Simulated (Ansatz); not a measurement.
# Trial structures of Al3Sb2P: starts and ends

The calculation used Ansatz, DFT PBE, scalar-relativistic, plane waves, PAW. All cells share a 420 eV cutoff and Γ-centred k meshes spaced at most about 0.3 Å⁻¹ (about 0.25 or finer for metals, 2π included). No spin polarisation in the final relaxations.

Each guess was relaxed in cell and atoms at zero pressure, within the symmetry of its start. All energies are static (0 K, no zero-point motion). Coordination counts P or Sb atoms around Al (for each partner element, those within 1.25 times its shortest distance or 1.15 times the sum of covalent radii, where it is the nearest in units of that sum or under 1.3; a plus sign parts groups by distance over the sum of covalent radii; the shortest distance is added where it exceeds 1.18 times the sum of covalent radii; a slash parts the counts of unlike sites).

| guess | made from | start group | V start (Å³/atom) | end group | V end (Å³/atom) | coordination at the end | gap on mesh (eV) | E over the lowest end (meV/atom) |
| --- | --- | --- | --- | --- | --- | --- | --- | --- |
| 1 | Zr2P3S type | P4mm | 18.4 | P4mm | 23.8 | Al 2/1+4 | 0 | 0 |
| 2 | TlAg3Te2 type | Cmmm | 22.0 | Cmmm | 22.2 | Al 4/4+4 | 0 | 95 |
| 3 | Al3Ni2Pt type | P4/mmm | 19.9 | P4/mmm | 20.2 | Al 8 from 2.7 Å/8 from 3.1 Å | 0 | 70 |
| 4 | Y2Ga3Ni type | P3m1 | 22.4 | P3m1 | 22.1 | Al 3/3+3 | 0 | 22 |
| 5 | random cell | R-3m | 22.6 | R-3m | 21.2 | Al 2 | 0 | 97 |
| 6 | random cell | P6mm | 21.8 | P6/mmm | 23.0 | Al 6 | 0 | 139 |
| 7 | EuB2Rh3 type | P6/mmm | 19.6 | ? | ? | ? | ? | ? |

Guess 7 as it starts:

```
CELL_PARAMETERS angstrom
6.37557 0.00000 0.00000
-3.18778 5.52140 0.00000
0.00000 0.00000 3.33680
ATOMIC_POSITIONS crystal
Al 0.50000 0.00000 0.50000
Al 0.50000 0.50000 0.50000
Al 0.00000 0.50000 0.50000
Sb 0.33333 0.66667 0.00000
Sb 0.66667 0.33333 0.00000
P 0.00000 0.00000 0.00000
```

Problem. Predict the end of this guess and its energy over the lowest end.

Solution. It ends in space group P6/mmm (No. 191), with a = 6.857 Å, c = 3.845 Å, 26.1 Å³/atom and no gap. It lies 0.64 eV/atom over the lowest end, above guess 6 and so the highest of the set. Counting P or Sb atoms around Al, this end has Al 4 and the lowest (guess 1) has Al 2/1+4.

```
Al Sb P
1.0
     6.85743    0.00000    0.00000
    -3.42871    5.93871    0.00000
     0.00000    0.00000    3.84495
Al Sb P
3 2 1
Direct
  0.50000 0.00000 0.50000
  0.50000 0.50000 0.50000
  0.00000 0.50000 0.50000
  0.33333 0.66667 0.00000
  0.66667 0.33333 0.00000
  0.00000 0.00000 0.00000
```

Formation energies are uncorrected and refer to the elements' standard structures at the same level. The references include black phosphorus.

Problem. Is the lowest end bound against the elements?

Solution. No: its formation energy is +0.08 eV/atom. A positive value: parting into the elements would lower its energy.

The k mesh leaves some 4 meV/atom of noise in the energy of each metallic cell. Weakly bound directions are ill-defined at this level, which has no dispersion term (P4mm), and this can change margins and order among such cells. Spin–orbit coupling, which can matter for Sb, is left out. The reference form of P is held partly by dispersion forces, which this level lacks. Cells relaxed within their symmetry can be saddle points. A lower structure may well exist outside this small set. Some types were kept out of the candidates beforehand, so the set may lack a known form.
